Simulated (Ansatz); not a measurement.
Here is an unrelaxed guess for Ga3As2P.

Space group I-4m2 (No. 119). a = 3.875 Å, b = 3.875 Å, c = 16.440 Å, α = 90.00°, β = 90.00°, γ = 90.00°
```tsv
atom	site	symmetry	x	y	z
Ga	2a	-4m2	0.0000	0.0000	0.0000
Ga	4e	2mm.	0.5000	0.5000	0.1667
P	2d	-4m2	0.5000	0.0000	0.2500
As	4f	2mm.	0.0000	0.5000	0.0833
```

These are results of DFT PBE, scalar-relativistic, plane waves, PAW in Ansatz 0.2.0, not measurements. Cutoff 420 eV; k points 6×6×6 on the computed 6-atom cell (Γ-centred); Gaussian smearing, width 0.10 eV; no spin polarisation.

Formation energies are uncorrected and refer to the elements' standard structures at the same level. The references include black phosphorus.

Problem. What does a single point on this coarse mesh give?

Solution. The pressure is 8.4 GPa (the mean over three directions, positive in compression), the largest force is 0.85 eV/Å, and the energy is −0.31 eV/atom against the elements. The shortest distance is 2.37 Å.

Problem. Is it a good guess?

Solution. A fair one: relaxing gains about 0.06 eV/atom in 8 ionic steps and ends at −0.371 eV/atom on the finer mesh. The symmetry stays I-4m2 (No. 119). The volume per atom grows by 10.4 %, from 20.6 to 22.7 Å³. The shortest distance goes from 2.37 Å (Ga–As and Ga–P) to 2.41 Å (Ga–P). Conventional cell: a = 4.003 Å, c = 17.008 Å. Ga on a site of symmetry -4m2 has 4 As at 2.47 Å; P is surrounded by 4 Ga at 2.41 Å; As is surrounded by 4 Ga at 2.47 Å; 1 more site not described.

The last run used a 12×12×12 mesh for its 6-atom cell and Gaussian smearing of 0.02 eV. The reference forms of As and P are held partly by dispersion forces, which this level lacks. The relaxation can't lower the symmetry of the start, and the grade says only how near the guess is to its own end. A structure relaxed within its symmetry needn't be a true minimum.
